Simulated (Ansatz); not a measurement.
Input for Ansatz (plane-wave DFT, PAW):

```yaml
crystal:
  lattice:
    - [0.0, 2.1475465823, 2.1475465823]
    - [2.1475465823, 0.0, 2.1475465823]
    - [2.1475465823, 2.1475465823, 0.0]
  atoms:
    - { symbol: Mn, position: [0.0, 0.0, 0.0], spin: 4.2 }
    - { symbol: O, position: [0.5, 0.5, 0.5], spin: 0.23 }
basis:
  ecutwfc: 420
kpoints:
  mp_grid: { grid: [16, 16, 16] }
hamiltonian:
  xc: pbesol
scf:
  occupations: { method: gaussian, width: 0.1 }
output:
  forces: true
  stress: true
  eigenvalues: true
  populations: true
magnetization:
  spin_polarized: true
```

Command:
```bash
ansatz run input.yaml --threads 1 --pin off --max-ram 2560MiB --backend cpu --events-out ev --progress --plain --runs-dir out
```

Computed with DFT PBEsol, scalar-relativistic, plane waves, PAW in Ansatz 0.2.0.

Abridged output (final results; tables in files aren't shown):

```
SCF 1 converged in 10 iterations: F = -4429.343864 eV  dr2 = 2.14e-9
SCF converged after 10 iterations
Magnetization: 4.4015 μB (12.7008 up, 8.2992 down)
Absolute magnetization: 4.4015 μB (∫|ρ↑−ρ↓|, with the PAW one-centre terms)
Spin contamination: 0.0161 ħ² per cell (⟨S²⟩ above its minimum at these occupations)
Per-site moments (μB) at R_I (Å): [(3.71759620, 0.88586296), (0.20347829, 0.88586296)]
Free energy (F): -4429.343864 eV
Harris-Foulkes:  -4429.343864 eV  (|F-HF|=1.92e-9)
Internal energy: -4429.337656 eV  (E = F + TS)
E sigma→0 (E₀):  -4429.340760 eV
Entropy (-TS):   -0.006208 eV (-3.104 meV/atom)
Fermi energy:    15.278015 eV
--- Per-component energies (eV) ---
  E_band       = -214.279508
  E_kinetic    = 476.761601
  E_local      = -2108.090485  (includes V_loc(G=0)·N_el)
  E_nonlocal   = 302.908251
  E_hartree    = 846.821854
  E_xc         = -183.761365
  E_vxc        = -236.037766  (∫ρ·V_xc dr)
  E_paw        = -1429.446231  (= ΣΔE_a)
  E_vpaw       = -343.466742  (= ΣTr[D̂ρ^β])
  E_aug_tail   = 0.002366  (compensation charges beyond the density's cutoff)
  E_ewald      = -2334.738585
  E_core_change = 0.204938  (= ΣΔE_core)
  E_smearing   = -0.006208  (= −TS)
--- Forces (eV/Å), atoms counted from 1 ---
  atom   1  Mn     0.00000000     0.00000000     0.00000000
  atom   2  O      0.00000000     0.00000000     0.00000000
--- Stress (GPa, compression-positive) ---
        3.399549       0.000000       0.000000
        0.000000       3.399549       0.000000
        0.000000       0.000000       3.399549
  P = ⅓ Tr σ = 3.3995 GPa (33.995 kbar)
--- Band table (eV; the first three rows and the last of 290) ---
  k-point 0 ↑: bands = ["-66.0137", "-34.8679", "-34.8679", "-34.8679", "-5.9782", "10.8953", "10.8953", "10.8953", "11.9304", "11.9304", "11.9304", "12.5415", "12.5415", "15.1097", "29.2942", "32.1831", "32.1831"]
  k-point 1 ↑: bands = ["-66.0133", "-34.8719", "-34.8684", "-34.8684", "-5.9365", "10.4954", "10.6495", "10.6495", "11.9945", "11.9945", "12.0707", "12.7853", "12.7853", "15.3956", "28.8925", "32.0788", "32.0788"]
  k-point 2 ↑: bands = ["-66.0120", "-34.8832", "-34.8698", "-34.8698", "-5.8159", "9.6801", "10.1686", "10.1686", "12.1206", "12.1206", "12.2682", "13.3178", "13.3178", "16.0913", "27.9231", "31.6765", "31.6765"]
  k-point 144 ↓: bands = ["-61.6046", "-30.6315", "-30.6315", "-30.6001", "-4.2897", "8.6722", "8.6722", "9.1703", "16.1780", "16.1780", "17.3263", "17.5227", "18.1206", "24.7415", "25.2439", "25.2439", "28.4906"]
--- Löwdin populations: 2 sites ---
  site symbol q [e]    m [muB]
     0     Mn     13.9357     4.1366
     1      O      6.9459     0.2557
  spilling = 0.005634 (of n_electrons = 21.000000)
```

The run converged.

Time: 7.5 s on 1 thread of Arm Neoverse V2, with other jobs on the host, peak memory 0.37 GiB.

The cell holds one magnetic atom, so it can only be ferromagnetic; an antiferromagnetic order may lie lower.